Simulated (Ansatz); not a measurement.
**Fitting the PBE energy curve of Rh2H**

```cif
data_structure
_symmetry_space_group_name_H-M 'Fm-3m'
_symmetry_Int_Tables_number 225
_cell_length_a 5.1528
_cell_length_b 5.1528
_cell_length_c 5.1528
_cell_angle_alpha 90.000
_cell_angle_beta 90.000
_cell_angle_gamma 90.000
_cell_volume 136.81
loop_
_atom_site_label
_atom_site_type_symbol
_atom_site_symmetry_multiplicity
_atom_site_Wyckoff_symbol
_atom_site_fract_x
_atom_site_fract_y
_atom_site_fract_z
_atom_site_occupancy
H1 H 4 a 0.00000 0.00000 0.00000 1
Rh1 Rh 8 c 0.25000 0.75000 0.75000 1
```

The cell comes from a database or a generator and needn't be the stable form of this composition.

The cell was scaled at fixed shape and fractions and run with Ansatz, Ansatz PAW, cutoff 420 eV; PBE, k mesh 9 × 9 × 9 on the cell of 3 atoms, fermi-dirac occupations of 0.05 eV, no spin polarisation, no spin-orbit coupling. Energies are those that the program minimises, any entropy of the smearing included. For a metal such a mesh isn't converged to the digits shown.

```tsv
V (Å³/atom)	energy over the lowest row (meV/atom)
10.7170	28.35
10.9450	?
11.1730	3.02
11.4010	0.00
11.6290	2.45
11.8571	9.76
12.0851	21.40
```

Q: Fit the third-order Birch-Murnaghan form, give V0, B0 and B′, and predict the energy left open.

A: With y = (V0/V)^(2/3), E = E0 + (9 V0 B0/16) [(y - 1)³ B′ + (y - 1)² (6 - 4y)]. Least squares through the rows shown give V0 = 11.4085 Å³/atom, E0 = -0.01 meV, B0 = 191.6 GPa (1 eV/Å³ = 160.218 GPa) and B′ = 4.94, with a largest miss of 0.01 meV. At V = 10.9450 the form with these constants gives 12.21 meV; the run gave 12.21 meV an atom.
